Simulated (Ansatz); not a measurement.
**Property card for LiSb7**

Computed with DFT PBE, scalar-relativistic, plane waves, PAW (Ansatz 0.2.0).

Settings: cutoff 420 eV, Γ-centred mesh 8×8×8 on the computed 8-atom cell, Gaussian smearing of 0.10 eV; no spin polarisation.

The structure is relaxed at this level of theory with its symmetry kept, and needn't be the ground state of this composition.

Space group Fm-3m (No. 225), cubic, a = 9.485 Å. Around Li lie 12 Sb at 3.35 Å; around Sb on a site of symmetry mmm lie 10 Sb at 3.35 Å and 2 Li at 3.35 Å; Sb on a site of symmetry m-3m is surrounded by 12 Sb at 3.35 Å.

| Property | Result |
| --- | --- |
| Volume per atom | 180.0 bohr³ |
| Formation energy from the elements' standard states (uncorrected) | +0.145 eV/atom |
| Kohn–Sham band gap | none (metal) |
| Density of states at the Fermi level | 5.2 states/eV per cell |
| Orbital (Löwdin) character within 0.5 eV of the Fermi level | Sb 5p 88 %, unprojected 5 % |
| Bader charge by site (e) | Li (1 in the cell) 0.88, Sb (6 in the cell) -0.15, Sb (1 in the cell) -0.01 |

Spin-orbit coupling is left out, which matters for the bands of heavy elements.

The cell was found from a structure generator's guess, not taken from experiment. Löwdin shares on free-atom orbitals overweight diffuse shells.
